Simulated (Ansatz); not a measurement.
input.yaml (Ansatz)

```yaml
crystal:
  lattice:
    - [2.356022559, 0.0, 0.0]
    - [-1.1780112795, 2.040375388, 0.0]
    - [0.0, 0.0, 7.6229857422]
  atoms:
    - { symbol: Mn, position: [1.0, 0.0, 0.0], spin: 3.0 }
    - { symbol: Mn, position: [1.0, 0.0, 0.5], spin: 3.0 }
    - { symbol: Mn, position: [0.3333333333, 0.6666666667, 0.25], spin: -3.0 }
    - { symbol: Mn, position: [0.6666666667, 0.3333333333, 0.75], spin: -3.0 }
hamiltonian:
  xc: mr2scan
  pseudopotentials:
    kind: paw
    azcp:
      Mn: "pseudopotentials/Mn.paw.azcp"
basis:
  ecutwfc: 500
  fft_grid_basis: typed
kpoints:
  mp_grid: { grid: [16, 16, 5], shift: [0, 0, 0] }
magnetization:
  spin_polarized: true
scf:
  occupations: { method: fermi_dirac, width: 0.05 }
  lower_state_search: "off"
output:
  stress: true
```

Terminal output

```
Engine: ansatz 0.2.0, aarch64-unknown-linux-gnu
Pseudopotentials: kind: paw
Pseudopotential: Mn, paw, valence charge 15, recommended cutoff 500 eV (meta_gga) 
Functional definition: m-r2SCAN
  exchange = m_r2scan_x
  correlation = m_r2scan_c
Crystal: 4 atoms, lattice volume = 36.645 Å³
Basis set: ecut = 500 eV, 957 PW (Γ), exchange–correlation on 72×72×240 points (64 copies of the dense FFT grid, shifted against one another)
Bands: 44, of which v1, the nominal top of the filled ones, is band 30 counted from 1 (29 counted from 0)
Symmetry: 24 space group operations
Space group: P63/mmc (ITA 194), of the structure as read, at distance tolerance 3.3e-5 Å
Magnetic group: BNS 194.263 (UNI 1493), of the structure as read, at distance tolerance 3.3e-5 Å
k-points: 90 of 1280
Non-local potential: Mn, projectors of the file, l = 0: 3, l = 1: 2, l = 2: 3, l = 3: 1
PAW form: soft (Blöchl's): semilocal exchange-correlation on the pseudo side does not see the compensation charge
PAW frozen core: Mn, regenerated for the run's functional (the file was generated under x = pbe(κ = 0.804, μ = 0.2195149727645171), c = pbe(β = 0.06672455060314922))
PAW one-centre angular grid: Mn, 590 points (default); XC on 160 Gauss nodes
Initial density: superposition of atomic densities (chi_scale 0.1, normalization cell)
Starting moments: Σ|m| = 12 μB on 4 of 4 sites
Starting magnetic order: compensated ferrimagnet; no operation exchanges its spin sublattices
Initial wavefunctions: pseudopotential atomic-orbital guess
Functional: x = mr2scan, c = mr2scan; τ floored in thin density (d = 2e-4 eV/Å³)
SCF iter   1: F=-15609.880229 eV  HF=-15611.724149 eV  |F-HF|=1.84e0  |Δ(HF+E_count)|=         —  Δρ=1.73e-1 (↑1.69e-1 ↓1.73e-1)  dr2=3.92e0  dr2_τ=1.96e-1  dr2_m=8.49e0  M=-0.005 μB ∫|m|=6.221 μB  β_m=0.30  ethr=3.10e-3  ⟨swp⟩=4.6  Hψ=26920  notcnv=0  defer=216
Mixer restart at iter 1: flushing history
spin-set hold released at iteration 1 (the charge has settled, or the pull on large starting moments outlasts its swing): the magnetisation degrees of freedom join the quasi-Newton model from the next iteration; the mixer history was flushed
SCF iter   2: F=-15611.738330 eV  HF=-15611.460524 eV  |F-HF|=2.78e-1  |Δ(HF+E_count)|=   2.64e-1  Δρ=1.22e-1 (↑1.22e-1 ↓1.19e-1)  dr2=8.55e-1  dr2_τ=1.00e-1  dr2_m=4.58e0  M=-0.064 μB ∫|m|=6.040 μB  β_m=0.30  ethr=3.10e-3  ⟨swp⟩=3.1  Hψ=14272  notcnv=0  defer=856  κ⁻¹=1.0e0(r=1)
SCF iter   3: F=-15611.566545 eV  HF=-15612.265709 eV  |F-HF|=6.99e-1  |Δ(HF+E_count)|=   8.05e-1  Δρ=9.96e-2 (↑5.17e-2 ↓9.96e-2)  dr2=1.19e0  dr2_τ=3.83e-2  dr2_m=1.89e0  M=-0.080 μB ∫|m|=4.690 μB  β_m=0.30  ethr=1.42e-3  ⟨swp⟩=3.0  Hψ=12999  notcnv=0  defer=856  κ⁻¹=3.1e-1(r=2)
SCF iter   4: F=-15609.154265 eV  HF=-15612.614653 eV  |F-HF|=3.46e0  |Δ(HF+E_count)|=   3.49e-1  Δρ=1.10e-1 (↑1.10e-1 ↓2.03e-2)  dr2=3.99e0  dr2_τ=3.34e-2  dr2_m=1.40e0  M=-0.010 μB ∫|m|=4.184 μB  β_m=0.42  ethr=1.42e-3  ⟨swp⟩=2.2  Hψ=11698  notcnv=0  defer=850  κ⁻¹=1.8e-2(r=3)
SCF iter   5: F=-15613.003267 eV  HF=-15612.954303 eV  |F-HF|=4.90e-2  |Δ(HF+E_count)|=   3.40e-1  Δρ=2.80e-2 (↑2.31e-2 ↓2.80e-2)  dr2=4.73e-2  dr2_τ=4.34e-3  dr2_m=2.02e-1  M=-0.006 μB ∫|m|=2.523 μB  β_m=0.30  ethr=1.42e-3  ⟨swp⟩=2.8  Hψ=12827  notcnv=0  defer=844  κ⁻¹=4.1e-3(r=4)
...
iter 19 did not close the SCF: its close was put off for a magnetic moment that had not settled (scf_convergence_deferred on its scf_iter line)
SCF iter  19: F=-15613.177832 eV  HF=-15613.177832 eV  |F-HF|=4.07e-9  |Δ(HF+E_count)|=   1.53e-8  Δρ=1.05e-6 (↑1.05e-6 ↓6.86e-7)  dr2=3.06e-10  dr2_τ=3.66e-12  dr2_m=6.02e-11  M=0.000 μB ∫|m|=0.000 μB  β_m=1.20  ethr=1.21e-12  ⟨swp⟩=1.8  Hψ=21771  notcnv=0  κ⁻¹=2.5e-6(r=8)
SCF iter  20: F=-15613.177832 eV  HF=-15613.177832 eV  |F-HF|=2.07e-10  |Δ(HF+E_count)|=   4.32e-9  Δρ=3.66e-7 (↑3.28e-7 ↓3.66e-7)  dr2=8.87e-11  dr2_τ=6.05e-13  dr2_m=1.09e-12  M=-0.000 μB ∫|m|=0.000 μB  ethr=1.00e-12  ⟨swp⟩=1.9  Hψ=21669  notcnv=0
WARN: the starting moments were not kept: the SCF closed with an absolute magnetisation of 1.5e-5 μB, where they sum to 12 μB in size (4 sites). That is at most 0.1 of that sum. Measured as dr2_m measures the in/out step, that magnetisation stands 1.0e-10 eV from none, at or under the dr2_threshold of 1.0e-7 eV: it is no larger than a step whose dr2_m would equal this threshold. The system may hold no moment; this SCF shows only that its start led to no more than that. To try another start: raise the starting moments (crystal.atoms[].spin, magnetization.per_species, magnetization.initial_magnetization, or on a non-collinear deck that types none of these the spinor_matrix: blocks that start its atoms; where the total moment is fixed, keep their sum and leave initial_magnetization as it is; typed ones take the place of any that the run laid by itself, positive ones on a crystal's lanthanoids without a Hubbard term where scf.initial_density.shell_occupations: [] is typed) or, if the notice of its spin-set hold's release reads "site moments contracting" or "site moments show no strong build", lengthen the hold (scf.mixing.spin_hold: { on: { confirm: 4 } }; for m-r²SCAN on two components see the key's manual first). Each may lead to a state that holds a moment. A second SCF, from the converged charge density, with the starting moments and any scf.initial_density.shell_occupations laid on it anew, would have followed, and was not run: the deck does not ask for one (magnetization.retry_lost_moments is false, the default). To let it run, set magnetization.retry_lost_moments: true and run the deck again, where that key's refused combinations let it; where memory then withholds it, that run's warning says so.
SCF 1 converged in 20 iterations: F = -15613.177832 eV  dr2 = 8.87e-11
this state was not tested for a lower state beside it, because the mixer in use, unlike msr1, does not test its closes by its own steps (another_mixer; see scf.mixing.algorithm and scf.lower_state_search)
SCF converged after 20 iterations
Magnetization: -0.0000 μB (30.0000 up, 30.0000 down)
Absolute magnetization: 0.0000 μB (∫|ρ↑−ρ↓|, with the PAW one-centre terms)
Spin contamination: 0.0000 ħ² per cell (⟨S²⟩ above its minimum at these occupations)
Per-site moments (μB) at R_I (Å): [(-5.101615170112025e-6, 0.9658271725579456), (-5.101615170162822e-6, 0.9658271725579454), (2.1672007288251916e-6, 0.9658271725579456), (2.1672007287874885e-6, 0.9658271725579454)]
Free energy (F): -15613.177832 eV
Harris-Foulkes:  -15613.177832 eV  (|F-HF|=2.07e-10)
Internal energy: -15613.147133 eV  (E = F + TS)
E sigma→0 (E₀):  -15613.162482 eV
Entropy (-TS):   -0.030700 eV (-7.675 meV/atom)
Fermi energy:    24.256098 eV
--- Per-component energies (eV) ---
  E_band       = -475.512078
  E_kinetic    = 1257.686106
  E_local      = -5565.068424  (includes V_loc(G=0)·N_el)
  E_nonlocal   = 948.571696
  E_hartree    = 2369.392369
  E_xc         = -455.913494
  E_vxc        = -673.159003  (∫ρ·V_xc dr)
  E_paw        = -5222.562821  (= ΣΔE_a)
  E_vpaw       = -1228.983672  (= ΣTr[D̂ρ^β])
  E_aug_tail   = -0.000019  (compensation charges beyond the density's cutoff)
  E_vtau       = 46.655614  (kinetic-family band-sum trace: ∫τ·v_τ [+ j·A + Jᵃ·Aᵃ] dr)
  E_ewald      = -8944.120375
  E_core_change = -1.132172  (= ΣΔE_core)
  E_smearing   = -0.030700  (= −TS)
  E_closure    = 0.000000  (closes the sum)
  Σ components = -15613.177832   (vs F -15613.177832, Δ=0.00e0)
--- Stress (GPa, compression-positive) ---
       52.060657       0.000000      -0.000000
       -0.000000      52.060657       0.000000
       -0.000000       0.000000      52.207346
  P = ⅓ Tr σ = 52.1096 GPa (521.096 kbar)
```
